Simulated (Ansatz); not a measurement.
This run works on a generated trial structure, not on a known crystal.

Input and command of a plane-wave DFT calculation in Ansatz:

```yaml
crystal:
  lattice:
    - [5.3562022443, 0.0, 0.0]
    - [0.0, 4.003172, 0.0]
    - [-0.0496664662, 0.0, 5.4754698103]
  atoms:
    - { symbol: Na, position: [0.0, 0.5, 0.0] }
    - { symbol: La, position: [0.5, 0.5, 0.5] }
    - { symbol: Mn, position: [0.0, 0.0, 0.5], spin: 2.84 }
    - { symbol: Mo, position: [0.5, 0.0, 0.0], spin: -0.37 }
    - { symbol: O, position: [0.0, 0.5, 0.5] }
    - { symbol: O, position: [0.5, 0.5, 0.0] }
    - { symbol: O, position: [0.296338, 0.0, 0.30257] }
    - { symbol: O, position: [0.703662, 0.0, 0.69743] }
    - { symbol: O, position: [0.786131, 0.0, 0.214449] }
    - { symbol: O, position: [0.213869, 0.0, 0.785551] }
basis:
  ecutwfc: 500
kpoints:
  mp_grid: { grid: [6, 8, 6] }
hamiltonian:
  xc: r2scan
scf:
  occupations: { method: gaussian, width: 0.1 }
output:
  forces: true
  stress: true
  eigenvalues: true
  populations: true
magnetization:
  spin_polarized: true
```

```bash
ansatz run input.yaml --threads 3 --pin off --max-ram 10752MiB --backend cpu --events-out ev --progress --plain --runs-dir out
```

Processor: AMD EPYC 7R43 64-Core Processor (Zen 3), 3 threads, on a host shared with other jobs.

Q: How long does it run, and how much memory does it take?

A: About 2.8 min, peak memory 1.6 GiB. It solves 55 bands at 100 k points (after reduction by symmetry) with about 2965 plane waves, in 22 SCF iterations.
